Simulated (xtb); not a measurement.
xtb single point, GFN2-xTB, GBSA implicit water, on germanium monoxide, GeO (SMILES [O]=[Ge]), charge 0, multiplicity 1.

```
xtb m.xyz --gfn 2 --chrg 0 --uhf 0 --norestart --sp --gbsa water

2

Ge     0.787500    -0.018100     0.009400
O     -0.787500     0.018100    -0.009400
```

The program's output:

```

          ...................................................
          :                      SETUP                      :
          :.................................................:
          :  # basis functions                  14          :
          :  # atomic orbitals                  13          :
          :  # shells                            5          :
          :  # electrons                        10          :
          :  max. iterations                   250          :
          :  Hamiltonian                  GFN2-xTB          :
          :  restarted?                      false          :
          :  GBSA solvation                   true          :
          :  PC potential                    false          :
          :  electronic temp.          300.0000000     K    :
          :  accuracy                    1.0000000          :
          :  -> integral cutoff          0.2500000E+02      :
          :  -> integral neglect         0.1000000E-07      :
          :  -> SCF convergence          0.1000000E-05 Eh   :
          :  -> wf. convergence          0.1000000E-03 e    :
          :  Broyden damping             0.4000000          :
          :  net charge                          0          :
          :  unpaired electrons                  0          :
          ...................................................

 iter      E             dE          RMSdq      gap      omega  full diag
   1     -5.9349579 -0.593496E+01  0.410E+01    3.76       0.0  T
   2     -6.0078152 -0.728574E-01  0.150E+01    5.87       1.0  T
   3     -6.0148031 -0.698786E-02  0.183E+01    4.09       1.0  T
   4     -6.0676403 -0.528372E-01  0.869E-01    4.84       1.0  T
   5     -6.0675856  0.546039E-04  0.535E-01    4.83       1.0  T
   6     -6.0676735 -0.878675E-04  0.841E-03    4.86       8.4  T
   7     -6.0676734  0.132782E-06  0.253E-02    4.86       2.8  T
   8     -6.0676736 -0.184198E-06  0.176E-03    4.86      40.2  T
   9     -6.0676736  0.765636E-10  0.948E-04    4.86      74.6  T
  10     -6.0676736 -0.369826E-09  0.546E-05    4.86    1294.5  T

   *** convergence criteria satisfied after 10 iterations ***

         #    Occupation            Energy/Eh            Energy/eV
      -------------------------------------------------------------
         1        2.0000           -0.7080681             -19.2675
         2        2.0000           -0.6111442             -16.6301
         3        2.0000           -0.4732469             -12.8777
         4        2.0000           -0.4732469             -12.8777
         5        2.0000           -0.4480899             -12.1931 (HOMO)
         6                         -0.2693418              -7.3292 (LUMO)
         7                         -0.2693418              -7.3292
         8                         -0.0986276              -2.6838
         9                         -0.0827655              -2.2522
        10                         -0.0827655              -2.2522
       ...                                ...                  ...
        13                          0.5577723              15.1778
      -------------------------------------------------------------
                  HL-Gap            0.1787481 Eh            4.8640 eV
             Fermi-level           -0.3587158 Eh           -9.7612 eV


         :::::::::::::::::::::::::::::::::::::::::::::::::::::
         ::                     SUMMARY                     ::
         :::::::::::::::::::::::::::::::::::::::::::::::::::::
         :: total energy              -6.048504202196 Eh    ::
         :: total w/o Gsasa/hb        -6.052005831315 Eh    ::
         :: gradient norm              0.008936054579 Eh/a0 ::
         :: HOMO-LUMO gap              4.863983503292 eV    ::
         ::.................................................::
         :: SCC energy                -6.067673568003 Eh    ::
         :: -> isotropic ES            0.014776894020 Eh    ::
         :: -> anisotropic ES          0.008718281611 Eh    ::
         :: -> anisotropic XC         -0.000588657422 Eh    ::
         :: -> dispersion             -0.000534304000 Eh    ::
         :: -> Gsolv                  -0.002218776876 Eh    ::
         ::    -> Gelec               -0.005720405995 Eh    ::
         ::    -> Gsasa                0.002364386958 Eh    ::
         ::    -> Ghb                 -0.000720200966 Eh    ::
         ::    -> Gshift               0.001857443127 Eh    ::
         :: repulsion energy           0.019169365807 Eh    ::
         :: add. restraining           0.000000000000 Eh    ::
         :: total charge              -0.000000000000 e     ::
         :::::::::::::::::::::::::::::::::::::::::::::::::::::

           -------------------------------------------------
          |                Property Printout                |
           -------------------------------------------------

    * Orbital Energies and Occupations

         #    Occupation            Energy/Eh            Energy/eV
      -------------------------------------------------------------
         1        2.0000           -0.7080681             -19.2675
         2        2.0000           -0.6111442             -16.6301
         3        2.0000           -0.4732469             -12.8777
         4        2.0000           -0.4732469             -12.8777
         5        2.0000           -0.4480899             -12.1931 (HOMO)
         6                         -0.2693418              -7.3292 (LUMO)
         7                         -0.2693418              -7.3292
         8                         -0.0986276              -2.6838
         9                         -0.0827655              -2.2522
        10                         -0.0827655              -2.2522
        11                          0.0462059               1.2573
        12                          0.0462059               1.2573
        13                          0.5577723              15.1778
      -------------------------------------------------------------
                  HL-Gap            0.1787481 Eh            4.8640 eV
             Fermi-level           -0.3587158 Eh           -9.7612 eV

     #   Z          covCN         q      C6AA      α(0)
     1  32 Ge       0.785     0.448   275.770    35.532
     2   8 O        0.785    -0.448    22.696     6.386

 Mol. C6AA /au·bohr⁶  :        442.029975
 Mol. C8AA /au·bohr⁸  :      32046.545301
 Mol. α(0) /au        :         41.917234

Wiberg/Mayer (AO) data.
largest (>0.10) Wiberg bond orders for each atom

 ---------------------------------------------------------------------------
     #   Z sym  total        # sym  WBO       # sym  WBO       # sym  WBO
 ---------------------------------------------------------------------------
     1  32 Ge   2.380 --     2 O    2.380
     2   8 O    2.380 --     1 Ge   2.380
 ---------------------------------------------------------------------------


molecular dipole:
                 x           y           z       tot (Debye)
 q only:        1.333      -0.031       0.016
   full:        1.906      -0.044       0.023       4.846
molecular quadrupole (traceless):
                xx          xy          yy          xz          yz          zz
 q only:       -0.000       0.000       0.000      -0.000       0.000       0.000
  q+dip:        1.473      -0.051      -0.736       0.026      -0.001      -0.737
   full:       -2.411       0.083       1.205      -0.043       0.001       1.206

           -------------------------------------------------
          | TOTAL ENERGY               -6.048504202196 Eh   |
          | GRADIENT NORM               0.008936054579 Eh/α |
          | HOMO-LUMO GAP               4.863983503292 eV   |
           -------------------------------------------------
```

The total energy is -164.59 eV, -0.04 eV from the same level's vacuum run.
